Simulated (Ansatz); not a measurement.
Input, command and steps of an Ansatz relaxation.

```yaml
crystal:
  lattice:
    - [3.8785851298, 0.0, 0.0]
    - [-1.9392925649, 3.3589532531, 0.0]
    - [0.0, 0.0, 6.5911617614]
  atoms:
    - { symbol: Sn, position: [0.0, 0.0, 0.0] }
    - { symbol: Se, position: [0.3333333333, 0.6666666667, 0.2411582705] }
    - { symbol: Se, position: [0.6666666667, 0.3333333333, 0.7588417295] }
basis:
  ecutwfc: 500
kpoints:
  mp_grid: { grid: [12, 12, 4] }
hamiltonian:
  xc: r2scan
scf:
  occupations: { method: gaussian, width: 0.02 }
output:
  forces: true
  stress: true
  eigenvalues: true
relax:
  adjacent_minimum: "off"
  f_tol: 0.01
  max_steps: 30
  cell: { stress_tol: 0.1, fix: [volume] }
```

```bash
ansatz run input.yaml --threads 1 --pin off --max-ram 2560MiB --backend cpu --events-out ev --progress --plain --runs-dir out
```

Method: DFT r2SCAN, scalar-relativistic, plane waves, PAW (Ansatz 0.2.0).

The volume is held at 1.03 times that of the relaxed cell.

Of 5 frames 4 are shown, positions in Å and forces in eV/Å; the SCF threshold varies from step to step. Steps run on the plane waves of an earlier cell, with a Pulay correction in the pressure. The basis is chosen afresh for the last frame, the zero of the energies, and at times for earlier ones too; energy and pressure step there, also at an unchanged geometry. The mark taken_back stands on steps that the optimiser undid.

```xyz
3
Lattice="3.8786 0.0000 0.0000 -1.9393 3.3590 0.0000 0.0000 0.0000 6.5912" Properties=species:S:1:pos:R:3:forces:R:3 pbc="T T T" step=1 free_energy_over_end_meV_per_atom=3.90 pressure_GPa=-1.76
Sn    0.0000    0.0000    0.0000    0.0000    0.0000    0.0000
Se    0.0000    2.2393    1.5895    0.0000    0.0000   -0.2537
Se    1.9393    1.1197    5.0016    0.0000    0.0000    0.2537
3
Lattice="3.8629 0.0000 0.0000 -1.9315 3.3454 0.0000 0.0000 0.0000 6.6447" Properties=species:S:1:pos:R:3:forces:R:3 pbc="T T T" step=2 free_energy_over_end_meV_per_atom=10.21 pressure_GPa=1.28 taken_back
Sn    0.0000    0.0000    0.0000    0.0000    0.0000    0.0000
Se    0.0000    2.2303    1.5142    0.0000    0.0000    0.5479
Se    1.9315    1.1151    5.1305    0.0000    0.0000   -0.5479
3
Lattice="3.8579 0.0000 0.0000 -1.9290 3.3411 0.0000 0.0000 0.0000 6.6619" Properties=species:S:1:pos:R:3:forces:R:3 pbc="T T T" step=3 free_energy_over_end_meV_per_atom=0.25 pressure_GPa=-0.60
Sn    0.0000    0.0000    0.0000    0.0000    0.0000    0.0000
Se    0.0000    2.2274    1.5719    0.0000    0.0000   -0.0209
Se    1.9290    1.1137    5.0900    0.0000    0.0000    0.0209
3
Lattice="3.8463 0.0000 0.0000 -1.9231 3.3310 0.0000 0.0000 0.0000 6.7024" Properties=species:S:1:pos:R:3:forces:R:3 pbc="T T T" step=5 free_energy_over_end_meV_per_atom=0.00 pressure_GPa=-0.27
Sn    0.0000    0.0000    0.0000    0.0000    0.0000    0.0000
Se    0.0000    2.2206    1.5728    0.0000    0.0000    0.0081
Se    1.9231    1.1103    5.1296    0.0000    0.0000   -0.0081
```

The run took 90 s on 1 thread of Arm Neoverse V2 (shared host), peak memory 0.67 GiB.

The cell holds layers, and r2SCAN describes their binding at middle range but leaves out its long-range dispersion part.